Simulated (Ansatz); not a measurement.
Relax this structure to zero stress and force, keeping its symmetry:

```
Cl
1.0
     3.14500   -2.25000    0.00000
     3.14500    2.25000    0.00000
     0.00000    0.00000    8.21000
Cl
4
Direct
  0.87000 0.13000 0.10000
  0.63000 0.37000 0.60000
  0.13000 0.87000 0.90000
  0.37000 0.63000 0.40000
```

Computed with DFT PBEsol, scalar-relativistic, plane waves, PAW in Ansatz 0.2.0.

Settings: cutoff 420 eV, Γ-centred mesh 8×8×4 on the computed 4-atom cell, Gaussian smearing of 0.02 eV; no spin polarisation.

Problem. What does it relax to?

Solution. The volume falls by 2.28 Å³/atom to 26.77 Å³/atom, and the energy falls by 26.7 meV/atom. Final structure:
```
Cl
1.0
     3.44800   -1.94071    0.00000
     3.44800    1.94071    0.00000
     0.00000    0.00000    8.00014
Cl
4
Direct
  0.87329 0.12671 0.11123
  0.62671 0.37329 0.61123
  0.12671 0.87329 0.88877
  0.37329 0.62671 0.38877
```

Course of the relaxation (steps run on the plane waves of an earlier cell, and the basis is chosen afresh near the end, so energy and pressure can step there; trial steps that raised the energy were taken back; energies are free energies):

```csv
step,E − E_final (meV/atom),largest force component (eV/Å),P (GPa),V (Å³/atom)
1,26.7,0.163,-0.85,29.05
2,13.9,0.131,-0.12,27.59
3,14.4,0.186,0.59,25.45
4,8.7,0.012,-0.28,26.86
5,5.2,0.030,-0.07,26.34
6,2.1,0.008,0.08,26.00
7,1.1,0.126,-0.20,25.91
8,0.3,0.031,-0.07,26.98
9,0.6,0.055,-0.04,26.99
10,0.1,0.006,0.01,26.86
11,0.1,0.001,0.00,26.77
12,0.0,0.001,0.01,26.77
```

The cell holds molecules, and where no dispersion correction was added their binding is poorly described.